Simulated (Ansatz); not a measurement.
Fe₂P₂O₇:
```
Fe2P2O7
1.0
   -4.50138     0.00000     0.00000
    0.81982     1.42889    -5.32202
    0.85093    -5.12990     0.00000
Fe P O
2 2 7
Direct
  0.48005   0.70249   0.32331
  0.51995   0.29751   0.67669
  0.09177   0.78851   0.78596
  0.90823   0.21149   0.21404
  0.00000   0.00000   0.00000
  0.21298   0.36967   0.38259
  0.78702   0.63033   0.61741
  0.27630   0.64089   0.94183
  0.72370   0.35911   0.05817
  0.28069   0.91979   0.62188
  0.71931   0.08021   0.37812
```
Starting moments (μB, in the order of the atoms Fe Fe P P O O O O O O O): 3.7 3.7 0.0 0.0 0.1 0.1 0.1 0.1 0.1 0.1 0.1.

Relaxed with r²SCAN.

Q: Which orbitals make up the states near the band edges in the program Ansatz at the r²SCAN level (PAW)?

A: Top 1 eV of the valence band: Fe 3d 95 %. Bottom 1 eV of the conduction band: Fe 3d 90 %, O 2p 5 %. Projections are on Löwdin-orthogonalised atomic valence shells; empty p or d shells of many metals are not among them.

Q: Tabulate the density of states.

A: States/eV per cell of 11 atoms, in 0.25 eV bins, energy from the valence-band maximum.

| E (eV) | total | O 2p | Fe 3d | Fe 4s |
|---|---|---|---|---|
| -7.89 | 1.67 | 1.24 | 0.06 | 0.01 |
| -7.64 | 1.90 | 1.48 | 0.13 | 0.07 |
| -7.39 | 4.83 | 3.85 | 0.36 | 0.14 |
| -7.14 | 8.27 | 6.85 | 0.70 | 0.14 |
| -6.89 | 9.34 | 7.88 | 0.81 | 0.11 |
| -6.64 | 7.52 | 6.18 | 0.88 | 0.07 |
| -6.39 | 5.63 | 4.70 | 0.59 | 0.05 |
| -6.14 | 7.39 | 6.12 | 0.83 | 0.07 |
| -5.89 | 6.70 | 5.53 | 0.79 | 0.05 |
| -5.64 | 8.48 | 7.16 | 0.84 | 0.05 |
| -5.39 | 6.94 | 5.93 | 0.65 | 0.04 |
| -5.14 | 9.11 | 7.56 | 1.13 | 0.04 |
| -4.89 | 6.04 | 4.58 | 1.21 | 0.02 |
| -4.64 | 6.94 | 5.72 | 0.96 | 0.03 |
| -4.39 | 7.41 | 5.89 | 1.32 | 0.02 |
| -4.14 | 5.80 | 4.85 | 0.82 | 0.01 |
| -3.89 | 10.40 | 7.65 | 2.53 | 0.02 |
| -3.64 | 6.88 | 3.08 | 3.62 | 0.01 |
| -3.39 | 3.85 | 1.50 | 2.23 | 0.01 |
| -3.14 | 4.75 | 1.95 | 2.66 | 0.01 |
| -2.89 | 3.51 | 0.89 | 2.44 | 0.01 |
| -2.64 | 3.76 | 0.89 | 2.67 | 0.02 |
| -2.39 | 7.30 | 1.14 | 5.94 | 0.03 |
| -2.14 | 5.06 | 1.38 | 3.49 | 0.01 |
| -1.89 | 3.32 | 1.30 | 1.90 | 0.01 |
| -1.64 | 0.87 | 0.38 | 0.46 | 0.00 |
| -1.39 | 0.02 | 0.01 | 0.01 | 0.00 |
| -1.14 | 0.00 | 0.00 | 0.00 | 0.00 |
| -0.89 | 0.00 | 0.00 | 0.00 | 0.00 |
| -0.64 | 0.00 | 0.00 | 0.00 | 0.00 |
| -0.39 | 0.00 | 0.00 | 0.00 | 0.00 |
| -0.14 | 7.95 | 0.23 | 7.56 | 0.05 |
| 0.11 | 0.05 | 0.00 | 0.05 | 0.00 |
| 0.36 | 0.00 | 0.00 | 0.00 | 0.00 |
| 0.61 | 0.00 | 0.00 | 0.00 | 0.00 |
| 0.86 | 0.00 | 0.00 | 0.00 | 0.00 |
| 1.11 | 1.54 | 0.04 | 1.43 | 0.01 |
| 1.36 | 10.54 | 0.37 | 9.73 | 0.08 |
| 1.61 | 3.92 | 0.20 | 3.60 | 0.01 |
| 1.86 | 3.25 | 0.22 | 2.74 | 0.06 |
| 2.11 | 4.75 | 0.46 | 3.92 | 0.08 |
| 2.36 | 0.02 | 0.00 | 0.00 | 0.01 |
| 2.61 | 0.07 | 0.00 | 0.00 | 0.04 |
| 2.86 | 0.26 | 0.01 | 0.13 | 0.06 |
| 3.11 | 6.79 | 0.37 | 5.75 | 0.12 |
| 3.36 | 1.52 | 0.11 | 1.09 | 0.14 |
| 3.61 | 0.39 | 0.03 | 0.02 | 0.18 |
| 3.86 | 0.49 | 0.04 | 0.02 | 0.23 |
| 4.11 | 0.63 | 0.05 | 0.02 | 0.28 |
| 4.36 | 0.84 | 0.07 | 0.02 | 0.36 |
| 4.61 | 1.02 | 0.09 | 0.02 | 0.41 |
| 4.86 | 1.31 | 0.11 | 0.03 | 0.49 |
| 5.11 | 1.75 | 0.16 | 0.03 | 0.62 |
| 5.36 | 2.11 | 0.20 | 0.03 | 0.63 |
| 5.61 | 2.60 | 0.28 | 0.03 | 0.61 |
| 5.86 | 3.47 | 0.41 | 0.04 | 0.68 |

Space group P-1. The workflow started from an entry of the Crystallography Open Database (COD), which files this formula under 3 space groups. Its standing as an ambient phase is unchecked. Symmetry was held in the r²SCAN relaxation; its stability against distortions is not shown here. Magnetic state: ferromagnetic, chosen from 2 collinear starts compared on coarse meshes (ties went to the first, and starts can fall back to one state), not a proven ground state. Other orbital occupations within this spin state were not tried. No Hubbard U is applied.

Potentials: the later of the program's two PAW sets.
